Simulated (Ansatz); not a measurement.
Si3N4:
```
Si3N4
1.0
    0.00000     3.86507     3.86507
    3.86507     0.00000     3.86507
    3.86507     3.86507     0.00000
Si N
6 8
Direct
  0.62500   0.62500   0.62500
  0.12500   0.62500   0.62500
  0.62500   0.12500   0.62500
  0.62500   0.62500   0.12500
  0.25000   0.25000   0.25000
  0.00000   0.00000   0.00000
  0.86757   0.86757   0.86757
  0.39729   0.86757   0.86757
  0.86757   0.39729   0.86757
  0.86757   0.86757   0.39729
  0.38243   0.38243   0.38243
  0.85271   0.38243   0.38243
  0.38243   0.85271   0.38243
  0.38243   0.38243   0.85271
```

Cartesian axes are those of the cell as given.

Q: Give the high-frequency dielectric tensor and the Born effective charge tensors of the independent atoms from DFPT, DFT-r²SCAN in the program Ansatz with PAW potentials.

A: 
ε∞:
```
4.90  0.00  0.00
0.00  4.90  0.00
0.00  0.00  4.90
```
Z* of atom 1 (Si), rows: field, columns: displacement, in e:
```
3.68  0.16  0.16
0.16  3.68  0.16
0.16  0.16  3.68
```
Z* of atom 5 (Si), rows: field, columns: displacement, in e:
```
3.58  0.00  0.00
0.00  3.58  0.00
0.00  0.00  3.58
```
Z* of atom 7 (N), rows: field, columns: displacement, in e:
```
-2.73  -0.22  -0.22
-0.22  -2.73  -0.22
-0.22  -0.22  -2.73
```

Static charges for comparison (Bader): Si1 +3.21, Si5 +3.15, N7 -2.39 e. Born charges measure polarisation by displacement and can exceed these by far.

Space group Fd-3m. Symmetry was held in the r²SCAN relaxation; phonons on a q-mesh show no instability.

Potentials: the later of the program's two PAW sets.
